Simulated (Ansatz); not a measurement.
### Question
In (body-centred tetragonal, space group No. 139) is relaxed with r²SCAN in the plane-wave PAW code Ansatz. What lattice parameters of the conventional cell result?

### Answer
a = 3.221 Å, c = 5.052 Å.

Space group I4/mmm (body-centred tetragonal). Symmetry was held in the r²SCAN relaxation. Axis ratios of metals converge slowly with the k-mesh, so a and c are less sure than the volume.

Potentials: the later of the program's two PAW sets.
